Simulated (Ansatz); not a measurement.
Computed with Ansatz, DFT PBE, scalar-relativistic, plane waves, PAW. All cells share a 420 eV cutoff and Γ-centred k meshes spaced at most about 0.3 Å⁻¹ (about 0.25 or finer for metals, 2π included). No spin polarisation in the final relaxations.

These are static total energies at zero pressure. All come from trial cells, and lower structures may exist.

Problem. Which of these relaxed structures of ScSiS4 is the lowest in energy?
A.

```
Sc Si S
1.0
     2.46232   -4.49724    0.00000
     2.46232    4.49724    0.00000
     0.00000    0.00000    5.00335
Sc Si S
1 1 4
Direct
  0.00000 0.00000 0.00000
  0.50000 0.50000 0.50000
  0.63780 0.36220 0.00000
  0.11797 0.88203 0.50000
  0.88203 0.11797 0.50000
  0.36220 0.63780 0.00000
```

B.

```
Sc Si S
1.0
     3.40758    0.00000    0.00000
     0.00000    3.40758    0.00000
     0.00000    0.00000   11.02002
Sc Si S
1 1 4
Direct
  0.50000 0.50000 0.50000
  0.00000 0.00000 0.00000
  0.00000 0.00000 0.62187
  0.50000 0.50000 0.09618
  0.50000 0.50000 0.90382
  0.00000 0.00000 0.37813
```

C.

```
Sc Si S
1.0
     4.53169    0.00000    0.00000
     0.00000    4.53169    0.00000
     0.00000    0.00000    8.33528
Sc Si S
1 1 4
Direct
  0.00000 0.00000 0.95402
  0.50000 0.50000 0.69897
  0.00000 0.00000 0.23744
  0.00000 0.00000 0.47245
  0.50000 0.00000 0.81959
  0.00000 0.50000 0.81959
```

D.

```
Sc Si S
1.0
     4.59115    0.00000    0.00000
    -2.29557    3.97605    0.00000
     0.00000    0.00000    9.84571
Sc Si S
1 1 4
Cartesian
  0.0000 0.0000 4.9229
  0.0000 0.0000 0.0000
  0.0000 2.6507 4.9229
  2.2956 1.3253 4.9229
  0.0000 0.0000 1.9432
  0.0000 0.0000 7.9025
```

Solution. C. It has space group P4mm (No. 99); the next, B, with space group P4/mmm (No. 123), lies 57 meV/atom higher. Counting S or Si atoms around Sc (for each partner element, those within 1.25 times its shortest distance or 1.15 times the sum of covalent radii, where it is the nearest in units of that sum or under 1.3), the lowest has Sc 5 and the next has Sc 8. The lowest and the next both hold S–S pairs.

For metals, differences of a few meV/atom aren't resolved. Weakly bound directions are ill-defined at this level, which has no dispersion term (P4mm, P4/mmm), and this can change margins and order among such cells. In P4mm, P4/mmm, Cmmm, P6/mmm an odd number of electrons in the primitive cell allows no gap without spin; a larger cell or a magnetic state could open one. A magnetic state wasn't ruled out in cells without spin, among them P4mm. Cells relaxed within their symmetry can be saddle points. Some structure types and database cells were kept out of the candidates from the start, so a known form may be missing.
